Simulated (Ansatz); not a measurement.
**As: energy along a strain**

As, Pm-3m, a = 2.704 Å (as given, not relaxed at this level: -1.1 GPa). This isn't the element's structure at ambient conditions. Ansatz: PBEsol, PAW, 420 eV, Γ-centred 18×18×18 mesh on 1 atom, Gaussian smearing 0.15 eV; no spin polarisation. Cell vectors (Å): 2.704 0.000 0.000; 0.000 2.704 0.000; 0.000 0.000 2.704. The cell is strained by x per cent times the pattern (0 0 0 0 1 0) in the order xx yy zz yz xz xy (engineering shears), with fractional coordinates held. y is the free energy over the start, V0 = 19.764 Å³/atom. Symmetry makes y even in x.

| x (%) | y (meV/atom) |
| --- | --- |
| -4.00 | 2.41 |
| -2.00 | 0.61 |
| 0.00 | 0.00 |
| 1.00 | 0.15 |
| 1.50 | ? |
| 2.50 | 0.95 |
| 3.00 | 1.36 |
| 3.50 | 1.85 |

Fit y = c2 x² + c4 x⁴ to the other rows, get the stiffness along the pattern, and predict the missing energy.

Least squares on the rows shown. y = 0.1524 x² − 0.0001158 x⁴. The clamped-ion stiffness p·C·p = 2 × 1.524 eV × 160.2 / 19.764 Å³ = 25 GPa, which is C55 in these axes (C44 of the cubic crystal) (second derivative at the start, which stands under stress). At x = 1.50 the fit asked for gives 0.34 meV/atom. The run gave 0.34 meV/atom, the same to the digits shown.